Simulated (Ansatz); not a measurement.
## Stress against strain in Si

```
CELL_PARAMETERS angstrom
0.00000 2.71547 2.71547
2.71547 0.00000 2.71547
2.71547 2.71547 0.00000
ATOMIC_POSITIONS crystal
Si 0.50000 0.50000 0.50000
Si 0.75000 0.75000 0.75000
```

Atom numbers follow the list: Si1, Si2.

The structure is an experimental refinement, used without relaxation.

These are results of DFT, LDA, all-electron LAPW, scalar-relativistic (Ansatz 0.2.0), not measurements.

Settings: a Γ-centred 11×11×11 k mesh, Fermi–Dirac smearing of 0.08 eV, basis error target 0.25 meV/atom, no spin polarisation.

The strain is applied along the Cartesian axes of the cell as listed (γ is the engineering shear, twice εxy = εyz = εzx). Fractional coordinates are held (clamped ions).

σ is the change of stress from the unstrained cell, which is at -1.55 GPa; tension is positive, so slopes are stress–strain coefficients at that pressure.

Only quantities that a quadratic follows smoothly over the whole series are listed; rougher ones are left out.

```csv
γ,σxy (GPa)
-0.0300,-3.22
-0.0200,-2.10
-0.0100,-1.02
0.0000,0.00
0.0100,0.98
0.0300,2.83
```

(1) Fit the series and read off the stiffness at zero strain.

(2) One run, at γ = 0.0200, is withheld. Predict its row.

## Answers

(1) Least-squares fits y = p0 + p1 x + p2 x² to the rows give σxy (GPa): p1 = 101, p2 = -220. So C44 (clamped ions) = 101 GPa.

(2) The fits give 1.93; the run gave 1.92.
